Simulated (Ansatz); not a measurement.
VBiO$_{4}$:
```
VBiO4
1.0
   -2.56066     2.56066     5.81072
    2.56066    -2.56066     5.81072
    2.56066     2.56066    -5.81072
Bi V O
2 2 8
Direct
  0.75000   0.25000   0.50000
  0.00000   0.00000   0.00000
  0.25000   0.75000   0.50000
  0.50000   0.50000   0.00000
  0.07976   0.96782   0.39011
  0.57771   0.68965   0.60989
  0.71782   0.82771   0.38806
  0.43965   0.32976   0.61194
  0.67024   0.28218   0.10989
  0.17229   0.56035   0.89011
  0.03218   0.42229   0.11194
  0.31035   0.92024   0.88806
```

Plane-wave PAW r²SCAN (Ansatz code) gives a gap of 2.42 eV without spin–orbit coupling, maximum off the standard path, at k = (-0.021, 0.016, 0.344), minimum off the standard path, at k = (0.292, -0.292, 0.203).

Problem. What happens when spin–orbit coupling is switched on?

Solution. The gap falls by 0.14 eV, to 2.28 eV; maximum off the standard path, at k = (-0.010, 0.005, 0.344), minimum off the standard path, at k = (0.292, -0.292, 0.203).

Problem. Give the electron effective mass with spin–orbit coupling.

Solution. 0.61, 1.3, 5.3 mₑ (principal values).

Problem. Give the hole effective mass with spin–orbit coupling.

Solution. 0.60, 1.5, 3.7 mₑ (principal values).

Space group I4_1/a. The r²SCAN relaxation kept the symmetry of its start. The workflow began spin-polarised and lost its moments. No Hubbard U is applied.

Potentials: the later of the program's two PAW sets.
